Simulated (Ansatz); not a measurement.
Ni3Si (Cu3Au type)

```xyz
4
Lattice="3.4611 0.0000 0.0000 0.0000 3.4611 0.0000 0.0000 0.0000 3.4611" Properties=species:S:1:pos:R:3 pbc="T T T"
Si     0.0000     0.0000     0.0000
Ni     0.0000     1.7305     1.7305
Ni     1.7305     0.0000     1.7305
Ni     1.7305     1.7305     0.0000
```

The slice is a {210} plane (indices of the conventional cell) through the point (0.500, 0.500, 0.000) (fractional), spanned by u = [100] and v = [021] in vectors of this cell: u (3.46 Å) and v (7.74 Å, at 90° to u). It covers one period; positions are fractions (u, v).

Method: PBEsol (plane waves to 420 eV, PAW, scalar-relativistic; Ansatz, a first-principles code). k mesh 13×13×13. Near the nuclei the fields are pseudised (PAW); where an atom keeps semicore shells as valence, they peak there. At this level the bands of Ni3Si touch or barely overlap. Ni3Si is run without spin polarisation. Ni3Si was relaxed with its symmetry unable to fall.

### Question
Predict the map of the electron localisation function (ELF) on the slice.

### Answer
```
|xx--  ..::::..  --|
|    ..**####**..  |
|..::**@@@@@@@@**::|
|  ..**@@%%%%@@**..|
|    --%%%%%%%%--  |
|    ..**####**..  |
|    ..--::::--..  |
|  ..::        ::..|
|::::  ..xxxx..  ::|
|::..  --xxxx--  ..|
|::::  ..xxxx..  ::|
|  ..::        ::..|
|    ..--::::--..  |
|    ..**####**..  |
|    --%%%%%%%%--  |
|  ..**@@%%%%@@**..|
|..::**@@@@@@@@**::|
|    ..**####**..  |
|xx--  ..::::..  --|
|xxxx..  ....  ..xx|
```
Scale: ten equal steps from 0.17 (start of ' ') to 0.64 (end of '@'), in the order ' .:-=+*#%@'. Values: electron localisation function (ELF). The map has 9 points along u (two characters each, u = 0 at the left) and 20 along v (v = 0 in the bottom row). Points within 0.5 Å of a nucleus are blanked (x), as the pseudised field means little there.
